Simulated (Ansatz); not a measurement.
**NbRu3C: changing the pressure**

The cell as given:

```xyz
5
Lattice="4.0651 0.0000 0.0000 0.0000 4.0651 0.0000 0.0000 0.0000 4.0651" Properties=species:S:1:pos:R:3 pbc="T T T"
Ru    2.0326    2.0326    0.0000
Ru    2.0326    0.0000    2.0326
Ru    0.0000    2.0326    2.0326
Nb    0.0000    0.0000    0.0000
C     2.0326    2.0326    2.0326
```

The cell comes from a database or a generator and needn't be the stable form of this composition.

Kept alike: task relaxation of cell and atoms; functional PBEsol; k mesh 7 × 7 × 7; occupations fermi-dirac, width 0.05 eV; no spin polarisation. Program: Ansatz, Ansatz PAW, cutoff 420 eV. The mesh is that of the run's cell of 5 atoms. No spin-orbit coupling.

| run | volume (Å³/atom) |
| --- | --- |
| A | 12.498 |
| B | 12.684 |
| C | 12.800 |
| D | 12.170 |
| E | 12.884 |
| F | 11.882 |

The relaxations keep at least the cell's symmetry (Pm-3m). For a metal such a mesh leaves the last digits unconverged. The runs follow the start's structure, whether or not it is the stable one at these pressures. Ansatz's relaxations hold a Pulay term in the stress (up to 0.1 GPa here). P is the pressure aimed at, which the runs meet within some hundredths to tenths of a GPa. All rows use potentials made for PBE.

Question: The runs differ in the pressure alone: 0; 2; 5; 10; 20; 30 GPa. Which run is which?

Answer: Run A is 10 GPa; run B is 5 GPa; run C is 2 GPa; run D is 20 GPa; run E is 0 GPa; run F is 30 GPa. The volume falls from 12.884 to 11.882 Å³/atom between 0 and 30 GPa. The volume falls ever more slowly, since the solid stiffens under load. At the pressures aimed at, which the runs meet within some tenths of a GPa, the step from 0 to 5 GPa gives a mean bulk modulus near 320 GPa, the last step 418 GPa.
